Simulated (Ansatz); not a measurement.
Input:

AlCr₂C:
```
AlCr2C
1.0
    2.82261     0.00000     0.00000
   -1.41130     2.44445     0.00000
    0.00000     0.00000    12.63164
Al Cr C
2 4 2
Direct
  0.66667   0.33333   0.25000
  0.33333   0.66667   0.75000
  0.33333   0.66667   0.41548
  0.66667   0.33333   0.58452
  0.66667   0.33333   0.91548
  0.33333   0.66667   0.08452
  0.00000   0.00000   0.50000
  0.00000   0.00000   0.00000
```

This is the r²SCAN-relaxed structure. x, y and z are the axes in which the lattice vectors are written.

**Question.** All from DFT-r²SCAN in the program Ansatz with PAW potentials, unless another level is named. Give the Debye temperature from the elastic constants.

**Answer.** 775 K.

**Question.** Predict the elastic constants (relaxed ions, GPa).

**Answer.** C11 = 400, C12 = 91.1, C13 = 116, C33 = 390, C44 = 150.

**Question.** Next, the highest zone-centre frequency?

**Answer.** 688 cm⁻¹.

Space group P6_3/mmc. The r²SCAN relaxation kept the symmetry of its start. No spin polarisation was allowed. As this level gives no gap, shear constants depend on the k-mesh and smearing (Fermi–Dirac, 0.1 eV here). As this level gives no gap, phonon frequencies hold no LO–TO term and depend on the k-mesh and smearing (Fermi–Dirac, 0.1 eV here). On the denser mesh and wider smearing of the elastic run this cell carries a stress of 0.5 GPa.

Potentials: the later of the program's two PAW sets.
